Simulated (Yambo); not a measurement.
# Optical response of RbScS2O8

```xyz
12
Lattice="5.0596 0.0000 0.0000 -2.5298 4.3818 0.0000 0.0000 0.0000 8.7685" Properties=species:S:1:pos:R:3 pbc="T T T"
O     -0.4296     1.5851     1.3274
O      1.3719     3.2172     1.3274
O     -0.9423     3.9613     1.3274
O      1.5875     0.4205     7.4411
O      2.1002     2.7967     7.4411
O      3.9017     1.1646     7.4411
O      0.0000     2.9212     3.3041
O      2.5298     1.4606     5.4644
S      0.0000     2.9212     1.8466
S      2.5298     1.4606     6.9219
Sc     0.0000     0.0000     0.0000
Rb     0.0000     0.0000     4.3843
```

Yambo, RPA with local fields on PBEsol bands; 6×6×2 mesh, 153 bands, 3 Ry local-field block, 0.2 eV broadening; field along z.

| E (eV) | Im ε | Re ε | Im ε, independent particles |
|---|---|---|---|
| 0.0 | 0.00 | 2.43 | 0.00 |
| 0.4 | 0.00 | 2.43 | 0.00 |
| 0.8 | 0.00 | 2.44 | 0.01 |
| 1.1 | 0.01 | 2.45 | 0.01 |
| 1.5 | 0.01 | 2.46 | 0.02 |
| 1.9 | 0.01 | 2.48 | 0.02 |
| 2.2 | 0.02 | 2.51 | 0.03 |
| 2.6 | 0.02 | 2.55 | 0.04 |
| 3.0 | 0.03 | 2.59 | 0.05 |
| 3.4 | 0.04 | 2.65 | 0.08 |
| 3.8 | 0.06 | 2.74 | 0.14 |
| 4.1 | 0.12 | 2.88 | 0.32 |
| 4.5 | 0.36 | 3.01 | 1.14 |
| 4.9 | 0.56 | 2.93 | 1.41 |
| 5.2 | 0.67 | 2.55 | 0.85 |
| 5.6 | 0.28 | 2.66 | 0.44 |
| 6.0 | 0.35 | 3.04 | 0.81 |
| 6.4 | 0.77 | 3.15 | 1.76 |
| 6.8 | 1.09 | 3.10 | 2.01 |
| 7.1 | 1.17 | 2.79 | 1.26 |
| 7.5 | 1.01 | 2.69 | 0.88 |
| 7.9 | 1.00 | 3.05 | 1.32 |
| 8.2 | 1.76 | 2.96 | 2.18 |
| 8.6 | 1.69 | 2.51 | 1.99 |
| 9.0 | 1.88 | 2.65 | 2.87 |
| 9.4 | 2.11 | 1.84 | 2.75 |
| 9.8 | 1.70 | 1.78 | 2.25 |
| 10.1 | 1.39 | 1.82 | 2.07 |
| 10.5 | 1.57 | 1.99 | 2.02 |
| 10.9 | 1.56 | 1.69 | 1.95 |
| 11.2 | 1.54 | 1.86 | 2.31 |
| 11.6 | 1.61 | 1.73 | 2.18 |
| 12.0 | 1.85 | 1.75 | 2.27 |
| 12.4 | 1.85 | 1.11 | 1.94 |
| 12.8 | 1.43 | 1.05 | 1.41 |
| 13.1 | 1.28 | 1.09 | 1.32 |
| 13.5 | 1.13 | 1.21 | 1.29 |
| 13.9 | 1.13 | 1.22 | 1.35 |
| 14.2 | 1.04 | 1.35 | 1.37 |
| 14.6 | 1.21 | 1.41 | 1.73 |
| 15.0 | 1.19 | 1.33 | 1.73 |
| 15.4 | 1.14 | 1.21 | 1.71 |
| 15.8 | 1.07 | 1.36 | 1.95 |
| 16.1 | 1.25 | 1.41 | 2.26 |
| 16.5 | 1.30 | 1.25 | 2.20 |
| 16.9 | 1.23 | 1.24 | 2.24 |
| 17.2 | 1.33 | 1.25 | 2.18 |
| 17.6 | 1.33 | 1.08 | 1.81 |
| 18.0 | 1.21 | 1.03 | 1.82 |
| 18.4 | 1.21 | 1.10 | 1.97 |
| 18.8 | 1.29 | 1.07 | 1.88 |
| 19.1 | 1.37 | 0.96 | 1.53 |
| 19.5 | 1.25 | 0.84 | 1.21 |
| 19.9 | 1.25 | 0.89 | 0.98 |

Structure narrower than a few tenths of an eV can come from the finite k mesh. Convergence of the RPA response with its 6×6×2 mesh was not tested. No excitonic effects at this level.

Geometry of the Materials Project entry, not relaxed at this level.

The structure is a Materials Project entry; no match was found in the copy of COD used, and its stability was not checked.
